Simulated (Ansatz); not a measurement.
Relaxing a structure of Fe

The start is a randomly generated symmetric cell of Fe (space group No. 141). The cell and all atomic positions are relaxed at zero pressure with r2SCAN (plane waves to 500 eV, PAW, scalar-relativistic; Ansatz, a quantum-chemistry and plane-wave program). The first steps use a coarse 15×15×15 k-mesh.

Input geometry:
```yaml
crystal:
  lattice:
    - [-1.54545, 1.54545, 2.65339]
    - [1.54545, -1.54545, 2.65339]
    - [1.54545, 1.54545, -2.65339]
  atoms:
    - { symbol: Fe, position: [0.75000, 0.25000, 0.50000] }
    - { symbol: Fe, position: [0.00000, 0.00000, 0.00000] }
```
Spin-polarised start, with parallel moments on Fe.

```yaml
initial_pressure: "+15.5 GPa (positive: the cell is compressed)"
outcome: The space group stays I4₁/amd (No. 141) (the run could not lower it), with 2 atoms in the primitive magnetic cell
energy_released: 1.45 eV/atom
volume_change: +4.2 %, from 12.67 to 13.21 Å³/atom
Shortest distances (start → end): "The closest pairs of elements (up to four, under 3.6 Å), start → end: Fe–Fe 2.04 → 2.44 Å"
moments_at_the_end: net 2.88 μB/atom, ferromagnetic
optimiser_moves: 25
```

The end point of the relaxation:

Space group I4₁/amd, origin choice 1 (No. 141); a = b = 2.4362 Å, c = 8.9034 Å, α = β = γ = 90.00°

```
atom  site  symmetry       x       y       z
----  ----  --------  ------  ------  ------
Fe      4a      -4m2  0.0000  0.0000  0.0000
```
(The calculation used a cell of 2 atoms; values per cell refer to that cell.)

Final values are on a 23×23×23 k-mesh of the relaxed cell. Spin state reached: ferromagnetic (net 2.88 μB/atom), from parallel starting moments; other spin orders were not run from this start. r2SCAN tends to overstate moments in metals.

The run could not lose the symmetry of its start: the end is stationary, and may be a saddle point rather than a minimum.

All atoms sit on sites fixed by symmetry, so only the cell could relax.

The relaxed structure here is a generated cell of Fe: the first start was made by a random draw of sites in a space group, and the end was not matched to a known phase here, so it may be hypothetical. Known forms of Fe include space group No. 229.
